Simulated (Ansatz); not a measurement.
**Notes on In4Ge2B**

```yaml
crystal:
  lattice:
    - [5.30719, 0.00000, 0.00000]
    - [-2.65360, 4.59617, 0.00000]
    - [-2.65360, 1.53205, 7.26604]
  atoms:
    - { symbol: Ge, position: [0.40695, 0.59305, 0.22085] }
    - { symbol: Ge, position: [0.26645, 0.73355, 0.79935] }
    - { symbol: B, position: [0.12440, 0.87560, 0.37320] }
    - { symbol: In, position: [0.83600, 0.16400, 0.50800] }
    - { symbol: In, position: [0.70060, 0.29940, 0.10180] }
    - { symbol: In, position: [0.99670, 0.00330, 0.99010] }
    - { symbol: In, position: [0.54100, 0.45900, 0.62300] }
```

Single point in Ansatz 0.2.0 with r2SCAN, no spin polarisation. Cutoff 500 eV, PAW datasets, 8×8×8 Γ-centred k mesh, fermi-dirac filling (width 0.0174 eV).

Q: Describe some of the short contacts.

A: B–In at 2.78 Å: least valence density 0.21 e/Å³ and ELF 0.43 there. Ge–In at 2.92 Å: least valence density 0.23 e/Å³ and ELF 0.44 there. In–In at 2.95 Å: least valence density 0.22 e/Å³ and ELF 0.37 there. Both are smooth PAW fields, read partly inside the augmentation spheres.

Q: Which atom feels the largest force, and which way?

A: The largest is on In7: 0.28 eV/Å, components (0.00, 0.00, 0.28). It makes 180° with the line to a nearest neighbour, Ge1 at 2.92 Å, pointing away from it.

Q: Is the cell too large or too small?

A: The pressure is -5.5 GPa (compression positive), so with the atoms held at these fractions the cell would first shrink.

Q: Metal or insulator?

A: It is a metal, with about 3 states/eV a cell as the mean within 0.25 eV of the Fermi level, mostly Ge p (32 %), In p (30 %) and B p (17 %).

Q: How is the charge shared?

A: Bader charges in e: In +0.16 to +0.23, Ge -0.20, B -0.41. In the mean In gives up most and B takes most.

Origin: a known structure type with other elements, at an estimated volume, so it need not be a known compound.
